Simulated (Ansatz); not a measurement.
A geometry of LiNbO3 away from equilibrium: the start of the relaxation of a generated cell, LiNbO3 built in the 2H-BaNiO3 structure type. Method: r2SCAN (plane waves to 500 eV, PAW, scalar-relativistic; Ansatz, a first-principles code). Γ-centred k-mesh 5×5×5 on the run's cell (coarser than for final values), Fermi–Dirac smearing 0.05 eV.

```xyz
10
Lattice="5.8515 0.0000 0.0000 -2.9257 5.0675 0.0000 0.0000 0.0000 4.9992" Properties=species:S:1:pos:R:3 pbc="T T T"
Li     0.0000     3.3784     3.7494
Li     2.9257     1.6892     1.2498
Nb     0.0000     0.0000     0.0000
Nb     0.0000     0.0000     2.4996
O      0.0000     1.4817     1.2498
O      1.6425     4.3267     1.2498
O     -1.6425     4.3267     1.2498
O      2.9257     3.5858     3.7494
O      1.2832     0.7409     3.7494
O      4.5683     0.7409     3.7494
```

Predict the force on each atom, in eV/Å.


```json
[
 {"atom": "Li1", "Fx": "0.00", "Fy": "0.00", "Fz": "0.00"},
 {"atom": "Li2", "Fx": "0.00", "Fy": "0.00", "Fz": "0.00"},
 {"atom": "Nb3", "Fx": "0.00", "Fy": "0.00", "Fz": "0.00"},
 {"atom": "Nb4", "Fx": "0.00", "Fy": "0.00", "Fz": "0.00"},
 {"atom": "O5", "Fx": "0.00", "Fy": "1.74", "Fz": "0.00"},
 {"atom": "O6", "Fx": "-1.50", "Fy": "-0.87", "Fz": "0.00"},
 {"atom": "O7", "Fx": "1.50", "Fy": "-0.87", "Fz": "0.00"},
 {"atom": "O8", "Fx": "0.00", "Fy": "-1.74", "Fz": "0.00"},
 {"atom": "O9", "Fx": "1.50", "Fy": "0.87", "Fz": "0.00"},
 {"atom": "O10", "Fx": "-1.50", "Fy": "0.87", "Fz": "0.00"}
]
```

What is the pressure?

+15.2 GPa, compression positive.

How far above the relaxed end point is this geometry?

0.14 eV/atom; the path ends in P6₃/mmc (No. 194).

No spin polarisation in the result.

The run could not lower the symmetry of its start; a shaken copy of this end point relaxes with r2SCAN to C2/m (No. 12), 0.559 eV/atom lower.

The end of the path is a generated cell of LiNbO3: the first start was made by placing the elements on the sites of a structure type, and the end was not matched to a known phase here, so it may be hypothetical. Known forms of LiNbO3 include space group No. 161.
